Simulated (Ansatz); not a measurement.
**Piezoelectric tensor of Cd₂HgS₃**

These are results of DFT PBE, scalar-relativistic, plane waves, PAW (Ansatz 0.2.0), not measurements. Settings: 420 eV plane-wave cutoff, Γ-centred 8×8×4 mesh, fixed occupations. No spin polarisation.

Relaxed structure:
```yaml
crystal:
  lattice:
    - [3.62390, -2.05530, -0.00002]
    - [3.62390, 2.05530, -0.00002]
    - [-1.11003, 0.00000, 9.68878]
  atoms:
    - { symbol: Cd, position: [0.99896, 0.59423, 0.16322] }
    - { symbol: Cd, position: [0.40577, 0.00104, 0.83678] }
    - { symbol: Hg, position: [0.69172, 0.30828, 0.50000] }
    - { symbol: S, position: [0.48407, 0.51593, 0.00000] }
    - { symbol: S, position: [0.95892, 0.53944, 0.68146] }
    - { symbol: S, position: [0.46056, 0.04108, 0.31854] }
```

The structure comes from a generated guess, relaxed at this level; another structure or a mixture of phases may lie lower. Spin–orbit coupling is left out, which matters for heavy elements.

Question: Give the relaxed-ion proper piezoelectric stress tensor e_iJ (C/m², Voigt columns xx yy zz yz xz xy).

Answer:
```
x    0.000  0.000  0.000 -0.032  0.000 -0.096
y   -0.200 -0.339 -0.108  0.000  0.215  0.000
z    0.000  0.000  0.000 -0.144  0.000  0.266
```
Signs follow the orientation of the cell as given.

Question: With the elastic constants (GPa, Voigt order)
C11 = 50.5, C12 = 20.1, C13 = 29.3, C15 = 5.3, C22 = 60.5, C23 = 25.9, C25 = 4.2, C33 = 77.5, C35 = 16.2, C44 = 16.2, C46 = 1.4, C55 = 18.0, C66 = 14.2 GPa; the others vanish.
find the strain coefficients d = e·C⁻¹ (pC/N).

Answer:
```
x     0.0   0.0   0.0  -1.4   0.0  -6.6
y    -2.4  -5.0  -2.1   0.0  15.7   0.0
z     0.0   0.0   0.0 -10.5   0.0  19.7
```
